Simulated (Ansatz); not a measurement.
AlCo (CsCl type): values from a third-order Birch-Murnaghan fit to a volume scan beside measured ones. Computed values: PBEsol (plane waves to 420 eV, PAW, scalar-relativistic; Ansatz, a quantum-chemistry and plane-wave program). AlCo is run without spin polarisation. AlCo was relaxed with its symmetry unable to fall.

```csv
quantity,reference,kind
Lattice constant a (Å),2.861,"measured, room temperature or unstated"
Bulk modulus B₀ (GPa),162,"measured, room temperature or unstated"
```

References as given in: Yamada, Ryo, Mohri, Tetsuo, (2019), arXiv:1910.09660. Values not taken to low temperature hold thermal and zero-point shifts that a static calculation lacks, so small differences there are no errors of the method.

Q: What does PBEsol give, and how far is that from the reference?

A: 
| quantity | PBEsol | difference |
|---|---|---|
| Lattice constant a (Å) | 2.823 | -1.3 % |
| Bulk modulus B₀ (GPa) | 194 | +19.4 % |



(A scan under strain: stresses follow from slopes of the energy per volume, elastic moduli from its curvatures.)
